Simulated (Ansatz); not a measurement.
Relaxed TiAl (CuAu type, space group P4/mmm):

```yaml
crystal:
  lattice:
    - [5.62584, 0.00000, 0.00000]
    - [0.00000, 2.81292, 0.00000]
    - [0.00000, 0.00000, 4.05841]
  atoms:
    - { symbol: Al, position: [0.25000, 0.50000, 0.50000] }
    - { symbol: Al, position: [0.75000, 0.50000, 0.50000] }
    - { symbol: Ti, position: [0.00000, 0.00000, 0.00000] }
    - { symbol: Ti, position: [0.50000, 0.00000, 0.00000] }
```

In each cell atom 2 (Al, nearest neighbour Al at 2.813 Å; its periodic images, 2.8 Å or more away, move with it) moves by s·(0.707, 0.707, 0.000) (along Cartesian [110]), the rest being held.

All values below come from r2SCAN (plane waves to 500 eV, PAW, scalar-relativistic; Ansatz, a quantum-chemistry and plane-wave program). k mesh 7×13×9 (Γ-centred), Fermi-Dirac smearing 0.05 eV. E stands for the smeared free energy. With partly filled bands, energies and forces of such displacements shift with the k mesh and the smearing. TiAl is run without spin polarisation. TiAl was relaxed with its symmetry unable to fall. ΔE is measured from the undisplaced structure. The last digit holds for this mesh only.

```
s (Å)   ΔE (meV/cell)
------  -------------
-0.560          997.9
-0.448          630.1
-0.336          350.0
-0.224       withheld
-0.112           38.2
0.000             0.0
0.112            38.2
0.224        withheld
0.336           350.0
0.448           630.1
0.560           997.9
```

Fit an even polynomial form (powers 2, 4, 6) to the given rows and predict ΔE at s = 0.224.

Least squares on the 9 given rows: ΔE = (3041)·s² + (560.6)·s⁴ + (-356.4)·s⁶, in meV/cell with s in Å; root-mean-square residual 0.06 meV/cell. At 0.224 the fit gives 154.0 meV/cell; the calculation gives 153.9 meV/cell, so the interpolation is off by 0.1 (+0.1 %). The quadratic term alone would give 152.6 meV/cell.

(For displaced atoms, the force is minus the slope of the energy, and its curvature is a force constant, which sets phonon frequencies.)
